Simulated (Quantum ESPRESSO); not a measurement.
## Al3InN3O (input and log of a self-consistent run)

A calculation, not a measurement. The program is pw.x of Quantum ESPRESSO 7.5 (plane-wave density functional theory). The cell is made up: 8 atoms on a rocksalt lattice, with randomly drawn elements, strain and displacements, not relaxed. PseudoDojo standard norm-conserving files (v0.5 for PBE, v0.4.1 for LDA and PBEsol) set the functional; there is no spin polarisation, spin-orbit coupling or dispersion term, and the masses in the input are unused placeholders. A spin-polarised start on this cell or one of its family kept no moment.

Input:

```
&control calculation='scf', pseudo_dir='./dojo.nc.sr.pbe.v0_5.standard.upf', outdir='./o', disk_io='low', tprnfor=.true., tstress=.true. /
&system ibrav=0, nat=8, ntyp=4, nbnd=32, ecutwfc=84.00895049, nosym=.true., tot_charge=0,
 occupations='smearing', smearing='fd', degauss=0.0073498644
/
&electrons conv_thr=7.350e-09, electron_maxstep=60, /
ATOMIC_SPECIES
Al 1.0 Al.upf
In 1.0 In.upf
N 1.0 N.upf
O 1.0 O.upf
CELL_PARAMETERS angstrom
4.2681 0.0 0.0
0.0 4.2681 0.0
0.0 0.0 4.2681
ATOMIC_POSITIONS angstrom
Al 0.0103 -0.0162 0.0054
Al 0.0203 2.1496 2.1172
Al 2.2046 -0.0009 2.1567
In 2.118 2.1023 -0.0144
N 2.1228 0.0129 0.0528
O 2.049 2.0637 2.1559
N 4.252 0.0319 2.1507
N 4.3002 2.172 -0.0032
K_POINTS automatic
6 6 6 1 1 1
```

The log is shortened where brackets say so; the opening notice, blank lines, dates and the lines on written files are dropped, and the path of the files is cut. It prints rydbergs, bohrs and kilobars, and counts compression as positive stress.

```
     Program PWSCF v.7.5
     Parallel version (MPI & OpenMP), running on       4 processor cores
     Number of MPI processes:                 4
     Threads/MPI process:                     1
     [start-up lines left out]
     bravais-lattice index     =            0
     lattice parameter (alat)  =       8.0655  a.u.
     unit-cell volume          =     524.6871 (a.u.)^3
     number of atoms/cell      =            8
     number of atomic types    =            4
     number of electrons       =        43.00
     number of Kohn-Sham states=           32
     kinetic-energy cutoff     =      84.0090  Ry
     charge density cutoff     =     336.0358  Ry
     scf convergence threshold =      7.3E-09
     mixing beta               =       0.7000
     number of iterations used =            8  plain     mixing
     Exchange-correlation= PBE
                           (   1   4   3   4   0   0   0)
     [axes and pseudopotential details left out]
   Cartesian axes
     site n.     atom                  positions (alat units)
         1        Al     tau(   1) = (   0.0024133  -0.0037956   0.0012652  )
         2        Al     tau(   2) = (   0.0047562   0.5036433   0.4960521  )
         3        Al     tau(   3) = (   0.5165296  -0.0002109   0.5053068  )
         4        In     tau(   4) = (   0.4962395   0.4925611  -0.0033739  )
         5        N      tau(   5) = (   0.4973642   0.0030224   0.0123708  )
         6        O      tau(   6) = (   0.4800731   0.4835173   0.5051194  )
         7        N      tau(   7) = (   0.9962278   0.0074741   0.5039010  )
         8        N      tau(   8) = (   1.0075209   0.5088915  -0.0007497  )
     number of k points=   108  Fermi-Dirac smearing, width (Ry)=  0.0073
     Number of k-points >= 100: set verbosity='high' to print them.
     Dense  grid:    54531 G-vectors     FFT dimensions: (  48,  48,  48)
     Estimated max dynamical RAM per process >     159.33 MB
     Estimated total dynamical RAM >     597.37 MB
     Initial potential from superposition of free atoms
     starting charge      42.9887, renormalised to      43.0000
     Starting wfcs are   37 randomized atomic wfcs
     total cpu time spent up to now is        3.2 secs
     per-process dynamical memory:   133.6 Mb
     Self-consistent Calculation
     iteration #  1     ecut=    84.01 Ry     beta= 0.70
     Davidson diagonalization with overlap
     ethr =  1.00E-02,  avg # of iterations =  4.8
     total cpu time spent up to now is        9.2 secs
     total energy              =    -241.48607233 Ry
     estimated scf accuracy    <       1.80668264 Ry
     iteration #  2     ecut=    84.01 Ry     beta= 0.70
     Davidson diagonalization with overlap
     ethr =  4.20E-03,  avg # of iterations =  2.2
     total cpu time spent up to now is       14.6 secs
     total energy              =    -242.03114915 Ry
     estimated scf accuracy    <       1.67244765 Ry
     iteration #  3     ecut=    84.01 Ry     beta= 0.70
     Davidson diagonalization with overlap
     ethr =  3.89E-03,  avg # of iterations =  2.0
     total cpu time spent up to now is       19.6 secs
     total energy              =    -242.30806705 Ry
     estimated scf accuracy    <       0.01829512 Ry
     iteration #  4     ecut=    84.01 Ry     beta= 0.70
     Davidson diagonalization with overlap
     ethr =  4.25E-05,  avg # of iterations = 10.6
     total cpu time spent up to now is       27.6 secs
     total energy              =    -242.31690268 Ry
     estimated scf accuracy    <       0.01111141 Ry
     iteration #  5     ecut=    84.01 Ry     beta= 0.70
     Davidson diagonalization with overlap
     ethr =  2.58E-05,  avg # of iterations =  2.1
     total cpu time spent up to now is       32.3 secs
     total energy              =    -242.31846601 Ry
     estimated scf accuracy    <       0.00250955 Ry
     iteration #  6     ecut=    84.01 Ry     beta= 0.70
     Davidson diagonalization with overlap
     ethr =  5.84E-06,  avg # of iterations =  2.5
     total cpu time spent up to now is       37.0 secs
     total energy              =    -242.31853286 Ry
     estimated scf accuracy    <       0.00037324 Ry
     iteration #  7     ecut=    84.01 Ry     beta= 0.70
     Davidson diagonalization with overlap
     ethr =  8.68E-07,  avg # of iterations =  2.9
     total cpu time spent up to now is       42.4 secs
     total energy              =    -242.31861259 Ry
     estimated scf accuracy    <       0.00000583 Ry
     iteration #  8     ecut=    84.01 Ry     beta= 0.70
     Davidson diagonalization with overlap
     ethr =  1.36E-08,  avg # of iterations =  4.7
     total cpu time spent up to now is       49.5 secs
     total energy              =    -242.31861833 Ry
     estimated scf accuracy    <       0.00000373 Ry
     iteration #  9     ecut=    84.01 Ry     beta= 0.70
     Davidson diagonalization with overlap
     ethr =  8.67E-09,  avg # of iterations =  2.0
     total cpu time spent up to now is       54.2 secs
     total energy              =    -242.31861869 Ry
     estimated scf accuracy    <       0.00000052 Ry
     iteration # 10     ecut=    84.01 Ry     beta= 0.70
     Davidson diagonalization with overlap
     ethr =  1.22E-09,  avg # of iterations =  2.0
     total cpu time spent up to now is       58.9 secs
     total energy              =    -242.31861883 Ry
     estimated scf accuracy    <       0.00000003 Ry
     iteration # 11     ecut=    84.01 Ry     beta= 0.70
     Davidson diagonalization with overlap
     ethr =  6.12E-11,  avg # of iterations =  3.0
     total cpu time spent up to now is       63.8 secs
     End of self-consistent calculation
     [lines on levels left out]
!    total energy              =    -242.31861884 Ry
     estimated scf accuracy    <          4.6E-09 Ry
     smearing contrib. (-TS)   =      -0.00321157 Ry
     internal energy E=F+TS    =    -242.31540727 Ry
     The total energy is F=E-TS. E is the sum of the following terms:
     one-electron contribution =     -41.33943689 Ry
     hartree contribution      =      56.46277569 Ry
     xc contribution           =     -74.16215147 Ry
     ewald contribution        =    -183.27659460 Ry
     convergence has been achieved in  11 iterations
     Forces acting on atoms (cartesian axes, Ry/au):
     atom    1 type  1   force =     0.00105207    0.00119560    0.00209951
     atom    2 type  1   force =     0.00761013   -0.00299230    0.00326090
     atom    3 type  1   force =    -0.01284255    0.00613094   -0.00812805
     atom    4 type  2   force =     0.04361326    0.03538917    0.02263783
     atom    5 type  3   force =     0.00944167   -0.03152942   -0.00554036
     atom    6 type  4   force =    -0.00332665    0.00001018   -0.02245079
     atom    7 type  3   force =    -0.00062751   -0.00726449    0.00138812
     atom    8 type  3   force =    -0.04492044   -0.00093967    0.00673283
     Total force =     0.088137     Total SCF correction =     0.000049
     Computing stress (Cartesian axis) and pressure
          total   stress  (Ry/bohr**3)                   (kbar)     P=      166.41
   0.00125079   0.00003155  -0.00000227          184.00        4.64       -0.33
   0.00003155   0.00119987   0.00000812            4.64      176.51        1.19
  -0.00000227   0.00000812   0.00094301           -0.33        1.19      138.72
     init_run     :      2.88s CPU      3.00s WALL (       1 calls)
     electrons    :     60.28s CPU     60.69s WALL (       1 calls)
     forces       :      0.83s CPU      0.84s WALL (       1 calls)
     stress       :      2.86s CPU      2.86s WALL (       1 calls)
     [timing details left out]
     PWSCF        :   1m 7.01s CPU   1m 7.60s WALL
     JOB DONE.
```

In other units: free energy -3296.913 eV for the cell, pressure 16.64 GPa, largest force component 1.155 eV/Å. A rerun of a related cell, with the same atoms placed differently, at 1437 eV and a 8 x 8 x 8 mesh moved values by no more than 0.004 eV in energy, 0.10 GPa in stress and 0.010 eV/Å in force.